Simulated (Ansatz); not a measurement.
SiC (zinc blende, F-43m) under volume change, PBEsol (plane waves, PAW; program Ansatz), scaled uniformly.

```
V (Å³/atom)  E − E(relaxed) (meV/atom)     P (GPa)
-----------  -------------------------  ----------
9.408                       (withheld)  (withheld)
9.718                             28.5       15.48
10.028                             6.8        7.17
10.338                             0.0        0.00
10.648                      (withheld)  (withheld)
10.958                            23.4      -11.54
11.269                            50.4      -16.15
```

### Question
Complete the blanks.

### Answer

- 9.408, E − E(relaxed) (meV/atom): 67.6
- 9.408, P (GPa): 25.10
- 10.648, E − E(relaxed) (meV/atom): 6.1
- 10.648, P (GPa): -6.19

### Question
What does a third-order Birch–Murnaghan fit give for V₀, B₀ and B′?

### Answer
V₀ = 10.34 Å³/atom, B₀ = 222 GPa, B′ = 3.9.

Symmetry was held in the PBEsol relaxation.

Potentials: the earlier of the program's two PAW sets.
